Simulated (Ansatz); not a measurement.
How the functional moves the response of AlNi (Pm-3m) (LDA, PBEsol and r²SCAN)

```
CELL_PARAMETERS angstrom
2.83257 0.00000 0.00000
0.00000 2.83257 0.00000
0.00000 0.00000 2.83257
ATOMIC_POSITIONS crystal
Al 0.00000 0.00000 0.00000
Ni 0.50000 0.50000 0.50000
```

This cell (11.36 Å³ an atom) was relaxed by PAW under LDA, and each functional gets its own cell relaxed so. Quantity: elastic moduli (Hill averages, relaxed ions; θ_D from sound speeds over directions).

Runs: (1) LDA, PAW on Ansatz 0.2.0's default frozen-core files (fitted under PBE), scalar-relativistic; k mesh 16×16×16, strains of ±0.005, Fermi-Dirac smearing of 0.050 eV, cutoff 420 eV. (2) PBEsol, PAW on Ansatz 0.2.0's default frozen-core files (fitted under PBE), scalar-relativistic; k mesh 16×16×16, strains of ±0.005, Fermi-Dirac smearing of 0.050 eV, cutoff 420 eV. (3) r²SCAN, PAW on Ansatz 0.2.0's default frozen-core files (fitted under PBE), scalar-relativistic; k mesh 16×16×16, strains of ±0.005, Fermi-Dirac smearing of 0.080 eV, cutoff 500 eV.

Under LDA: B = 186 GPa, G = 89.0 GPa, C11 = 253 GPa, C44 = 131 GPa, ν = 0.294, θ_D = 548 K.

**Question.** Which way does PBEsol move the volume, and by how much?

**Answer.** a = 2.862 Å, 11.72 Å³ an atom: 3.1 % larger.

**Question.** What does PBEsol give for these quantities?

**Answer.** 

```csv
quantity,LDA,PBEsol,change
B,186 GPa,173 GPa,-7 %
G,89.0 GPa,84.0 GPa,-6 %
C11,253 GPa,234 GPa,-7 %
C44,131 GPa,126 GPa,-4 %
ν,0.294,0.291,under 1 %
θ_D,548 K,535 K,-3 %
```

**Question.** Which way does r²SCAN move the volume, and by how much?

**Answer.** a = 2.863 Å, 11.74 Å³ an atom: 3.3 % larger.

**Question.** What does r²SCAN give for these quantities?

**Answer.** 

```tsv
quantity	LDA	r²SCAN	change
B	186 GPa	176 GPa	-5 %
G	89.0 GPa	88.3 GPa	under 1 %
C11	253 GPa	240 GPa	-5 %
C44	131 GPa	133 GPa	+2 %
ν	0.294	0.286	-3 %
θ_D	548 K	547 K	under 1 %
```

Keep in mind: frozen-core PAW files fitted under PBE, their cores solved anew for the functional of the run; responses of metals move with mesh and smearing.
